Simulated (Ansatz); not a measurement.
Stability checks on a candidate for Mg5NiS6

The cell was found from a structure generator's guess, not taken from experiment.

The calculation used DFT PBE, scalar-relativistic, plane waves, PAW in Ansatz. Plane waves to 420 eV, a 6×6×6 mesh through Γ for the 12-atom cell and 0.02 eV Gaussian smearing; collinear spin.

```cif
data_structure
_symmetry_space_group_name_H-M 'P 1'
_symmetry_Int_Tables_number 1
_cell_length_a 6.2862
_cell_length_b 6.2862
_cell_length_c 6.0841
_cell_angle_alpha 90.000
_cell_angle_beta 90.000
_cell_angle_gamma 120.000
_cell_volume 208.21
loop_
_atom_site_label
_atom_site_type_symbol
_atom_site_fract_x
_atom_site_fract_y
_atom_site_fract_z
_atom_site_occupancy
Mg1 Mg 0.33333 0.66667 0.00000 1
Mg2 Mg 0.00000 0.00000 0.00000 1
Mg3 Mg 0.66667 0.33333 0.00000 1
Mg4 Mg 0.33333 0.66667 0.50000 1
Mg5 Mg 0.66667 0.33333 0.50000 1
Ni1 Ni 0.00000 0.00000 0.50000 1
S1 S 0.32638 0.00000 0.25665 1
S2 S 0.00000 0.32638 0.25665 1
S3 S 0.67362 0.67362 0.25665 1
S4 S 0.67362 0.00000 0.74335 1
S5 S 0.32638 0.32638 0.74335 1
S6 S 0.00000 0.67362 0.74335 1
```

Energies over the elements count from the elements' standard structures at the same level, with no fitted energy shifts.

Task: These tests were run: energy against the elements; phonons at Γ. What do they show?

Result:

```csv
test,result
energy against the elements,−1.168 eV/atom
phonons at Γ,lowest optical mode 116 cm⁻¹
```

It fails none of these tests. Other phases of the system weren't compared here, so this isn't yet thermodynamic stability. Phonons away from Γ weren't computed.

No Hubbard U is applied to the 3d shell of Ni. The reference form of S is held partly by dispersion forces, which this level lacks. The magnetic state reached may not be the lowest. The run for the phonons used a 6×6×6 k mesh. The cell carries site moments Ni 1.3 μB. Another cell of Mg5NiS6 relaxed alike but without spin, in P4/mmm, lies 22 meV/atom lower, so this cell isn't the stable form at this level.
